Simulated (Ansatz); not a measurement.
Lu (hcp, Mg type)

```xyz
2
Lattice="3.5071 0.0000 0.0000 -1.7535 3.0372 0.0000 0.0000 0.0000 5.4621" Properties=species:S:1:pos:R:3 pbc="T T T"
Lu     0.0000     2.0248     4.0966
Lu     1.7535     1.0124     1.3655
```

The slice is a (1 -1 0 0) plane (indices of the conventional cell) through the point (0.667, 0.333, 0.250) (fractional), spanned by u = [110] and v = [001] in vectors of this cell: u (3.51 Å) and v (5.46 Å, at 90° to u). It covers one period; positions are fractions (u, v).

Calculation: PBE (plane waves to 420 eV, PAW, scalar-relativistic; Ansatz, a program for electronic structure). k mesh 15×15×9. Inside the PAW spheres the values are not all-electron values, and peaks at nuclei hang on which shells count as valence. Lu is run without spin polarisation. Lu was relaxed with its symmetry unable to fall.

Three fields on this plane, each scaled to ten steps between its own extremes (0 low, 9 high; the total valence density on a logarithmic scale, the potential cut 8 eV below its top; x marks points blanked near nuclei; v = 0 in the bottom row):

Map A
```
|xxxx710017xxx|
|xxxx410014xxx|
|xxx62000026xx|
|8742000000247|
|2210000000012|
|1000000000000|
|0000112211000|
|0001245542100|
|1111368863111|
|1112479974211|
|1111368863111|
|0001245542100|
|0000112211000|
|1000000000000|
|2210000000012|
|8742000000247|
|xxx62000026xx|
|xxxx410014xxx|
|xxxx710017xxx|
|xxxx820028xxx|
```

Map B
```
|xxxx047740xxx|
|xxxx058850xxx|
|xxx03799730xx|
|0003689986300|
|4456788887654|
|8887776677788|
|9987543345789|
|9986300003689|
|9975100001579|
|9974000000479|
|9975100001579|
|9986300003689|
|9987543345789|
|8887776677788|
|4456788887654|
|0003689986300|
|xxx03799730xx|
|xxxx058850xxx|
|xxxx047740xxx|
|xxxx036630xxx|
```

Map C
```
|xxxx102201xxx|
|xxxx003300xxx|
|xxx00255200xx|
|1100146641001|
|0012344443210|
|4444211112444|
|8863000000368|
|9851000000158|
|9840002200048|
|9840013310048|
|9840002200048|
|9851000000158|
|8863000000368|
|4444211112444|
|0012344443210|
|1100146641001|
|xxx00255200xx|
|xxxx003300xxx|
|xxxx102201xxx|
|xxxx102201xxx|
```

Task: Assign the maps to these fields: electron localisation function (ELF); valence electron density; electrostatic potential energy of an electron, from the cell's mean.

Result: A is the valence electron density; B is the electrostatic potential energy of an electron, from the cell's mean; C is the electron localisation function (ELF).
